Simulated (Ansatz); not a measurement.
Input and command of a plane-wave DFT calculation in Ansatz:

```yaml
crystal:
  lattice:
    - [6.910954, -0.147709, 0.055919]
    - [-0.147709, 6.82793, -0.276122]
    - [0.055919, -0.276122, 6.817321]
  atoms:
    - { symbol: Sn, position: [0.7948688637, 0.4805407958, 0.1324296284] }
    - { symbol: Sn, position: [0.3768408035, 0.1287418988, 0.6559850815] }
    - { symbol: Sn, position: [0.7797934838, 0.1282413659, 0.6620378662] }
    - { symbol: Sn, position: [0.261425171, 0.4354142545, 0.0294281644] }
    - { symbol: P, position: [0.399894902, 0.7490836396, 0.2138552575] }
    - { symbol: P, position: [0.4073743349, 0.5422540389, 0.4420619491] }
    - { symbol: P, position: [0.9381180016, 0.6113289829, 0.7647752597] }
    - { symbol: P, position: [0.5485243304, 0.1320586936, 0.0109036918] }
    - { symbol: P, position: [0.9959811625, 0.4162384309, 0.490742165] }
    - { symbol: P, position: [0.0304999749, 0.1395908605, 0.2264785529] }
    - { symbol: P, position: [0.4240793355, 0.7170854247, 0.7355781834] }
    - { symbol: P, position: [0.9923267041, 0.9151774594, 0.945863986] }
    - { symbol: P, position: [0.0860009192, 0.8760689128, 0.3288502421] }
    - { symbol: P, position: [0.7687813744, 0.9847270301, 0.1783966526] }
    - { symbol: P, position: [0.7311057963, 0.7308457554, 0.5686584325] }
  symmetry: { detect: false }
basis:
  ecutwfc: 420
  xc_grid: 1
kpoints:
  mp_grid: { grid: [1, 1, 1], shift: [0.25, 0.25, 0.25] }
hamiltonian:
  xc: pbe
scf:
  occupations: { method: fermi_dirac, width: 0.05 }
  lower_state_search: "off"
  convergence: { dr2_threshold: 1.0e-05 }
output:
  forces: true
  stress: true
md:
  timestep: 3.0
  n_steps: 250
  ensemble: nvt_langevin
  friction: 0.03
  temperature: 300.0
  initial_velocities: maxwell_boltzmann
  seed: 43955
```

```bash
ansatz run input.yaml --threads 2 --pin off --max-ram 5120MiB --backend cpu --events-out ev --progress --plain --runs-dir out
```

Processor: Arm Neoverse V1, 2 threads, on a host shared with other jobs.

**Question.** Estimate time, memory and problem size.

**Answer.** About 4.6 min on 2 threads of Arm Neoverse V1 (shared host), peak memory 0.45 GiB. It solves 71 bands at 1 k points (the mesh reduced by the symmetry that the task leaves, which can be less than the crystal's) with about 6279 plane waves, in 825 SCF iterations.
